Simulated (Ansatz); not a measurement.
Values for one crystal, relaxed and computed with LDA (plane waves, PAW; program Ansatz); other levels are named.

- Volume per atom = 13.14 Å³
- Electronic character = metallic (no gap)
- Bulk modulus (Birch–Murnaghan fit) = 238 GPa
- Formation energy from the elements (no fitted shifts) = -0.44 eV/atom
- Zone-centre stability = no imaginary mode at Γ
- Density of states at the Fermi level = 0.07 states/eV per atom (mean over ±0.08 eV)
- Highest zone-centre frequency = 451 cm^-1

Problem. Which compound is it?
A. Si2W, MoSi2 or CaC2 type
B. LaTiO3, cubic perovskite
C. Sb2Pt, Pa-3 (Pt on 4a, Sb on 8c)
D. TaAs, I4_1md (Ta on 4a, As on 4a)

Solution. A, Si2W, MoSi2 or CaC2 type

Space group I4/mmm (MoSi2 or CaC2 type). The LDA relaxation kept the symmetry of its start. No spin polarisation was allowed. As this level gives no gap, phonon frequencies hold no LO–TO term and depend on the k-mesh and smearing (Fermi–Dirac, 0.1 eV here). The references are the lowest solids computed at this level, not always the standard phases. Spin–orbit coupling is left out wherever it is not named.

Potentials: the later of the program's two PAW sets.
